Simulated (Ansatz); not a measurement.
LaAg:
```
CELL_PARAMETERS angstrom
      3.81478     0.00000     0.00000
      0.00000     3.81478     0.00000
      0.00000     0.00000     3.81782
ATOMIC_POSITIONS crystal
  La 0.50000 0.50000 0.50000
  Ag 0.00000 0.00000 0.00000
```

Relaxed with r²SCAN. Special points in fractions of this cell's reciprocal vectors: Γ (0.000, 0.000, 0.000); X (0.000, 0.500, 0.000); M (0.500, 0.500, 0.000); Z (0.000, 0.000, 0.500); R (0.000, 0.500, 0.500); A (0.500, 0.500, 0.500).

Problem. List the band energies nearest the Fermi level at these points for r²SCAN (plane waves, PAW; program Ansatz).

Solution. In eV from the Fermi level; about four levels below and three above (degenerate sets whole), none deeper than 8.9 eV; points with the same levels are listed once.

```json
[
 {"k": "Γ", "below": "-5.45 -4.92 -4.92 -4.92", "above": "0.24 0.24 1.70 1.71 1.71"},
 {"k": "X", "below": "-4.93 -4.87 -2.27 -2.02", "above": "0.02 1.35 1.36"},
 {"k": "M", "below": "-5.20 -5.20 -4.54 -2.78", "above": "0.82 0.82 0.98"},
 {"k": "Z", "below": "-4.93 -4.87 -2.27 -2.03", "above": "0.02 1.36 1.36"},
 {"k": "R", "below": "-5.20 -5.20 -4.54 -2.79", "above": "0.82 0.82 0.97"},
 {"k": "A", "below": "-4.53 -4.53 -1.83 -1.83 -1.83", "above": "0.13 1.79 1.79 1.79"}
]
```

Space group Pm-3m (CsCl type). The workflow started from a Materials Project entry (that database holds measured and hypothetical structures alike); the Crystallography Open Database files this formula in space group No. 221, but the cells were not matched. Whether it is the stable phase at ambient conditions was not checked. The cell was relaxed with r²SCAN under the symmetry of its start; its stability against distortions is not shown here. No spin polarisation was allowed. Point labels and valley counts follow the cell and symmetry of the run, lower than the named group. Scalar-relativistic: spin–orbit coupling is off unless named, which matters more the heavier the elements.

Potentials: the later of the program's two PAW sets.
